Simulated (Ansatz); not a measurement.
Consider the following.

C (graphite type, space group P6_3/mmc)

```yaml
crystal:
  lattice:
    - [2.45537, 0.00000, 0.00000]
    - [-1.22769, 2.12641, 0.00000]
    - [0.00000, 0.00000, 6.67102]
  atoms:
    - { symbol: C, position: [0.00000, 0.00000, 0.25000] }
    - { symbol: C, position: [0.00000, 0.00000, 0.75000] }
    - { symbol: C, position: [0.33333, 0.66667, 0.25000] }
    - { symbol: C, position: [0.66667, 0.33333, 0.75000] }
```

In this cell atom 1 (C, nearest neighbour C at 1.418 Å; its periodic images, 2.5 Å or more away, move with it) is moved by s along Cartesian z, unit vector (0.000, 0.000, 1.000); all other atoms and the cell stay fixed.

Method: r2SCAN+rVV10 (plane waves to 500 eV, PAW, scalar-relativistic; Ansatz, an electronic-structure program). k mesh 12×12×4 (Γ-centred), Fermi-Dirac smearing 0.05 eV. E stands for the smeared free energy. With partly filled bands, energies and forces of such displacements shift with the k mesh and the smearing. C was relaxed with its symmetry unable to fall. The zero of ΔE is the undisplaced structure.

The scan covers s from -0.430 to 0.430 Å in 11 points.

Task: Is the energy the same for equal positive and negative displacements?

Result: Even: the same for both signs. With its periodic images moving along, the atom's site symmetry in this cell is -6m2.

Task: What is the force constant k = d²E/ds² of this move at s = 0?

Result: 17.3 eV/Å².

(A displaced cell: forces are minus the slopes of the energy, force constants its curvatures, and phonons follow from these.)
